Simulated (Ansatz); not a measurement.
AgBr (rock salt)

```
AgBr
1.0
    0.00000     2.83697     2.83697
    2.83697     0.00000     2.83697
    2.83697     2.83697     0.00000
Br Ag
1 1
Direct
  0.00000   0.00000   0.00000
  0.50000   0.50000   0.50000
```

E(V) scan at fixed shape, V₀ the volume above. Symmetry pins the atoms to their sites.

Computed with PBEsol (plane waves to 420 eV, PAW, scalar-relativistic; Ansatz, an electronic-structure program). k mesh 10×10×10 (Γ-centred), Fermi-Dirac smearing 0.05 eV. Energies are smeared free energies. AgBr was relaxed with its symmetry unable to fall. The zero of ΔE is the relaxed starting cell.

**Question.** Give the computed ΔE (meV/atom) at V/V₀ = 0.940, 0.952, 0.976, 1.012, 1.060.

**Answer.** 
```
V/V₀   ΔE (meV/atom)
-----  -------------
0.940           15.4
0.952            9.6
0.976            2.3
1.012            0.5
1.060           11.8
```

(Under strain, the slope of the energy per volume gives the stress and its curvature an elastic modulus.)
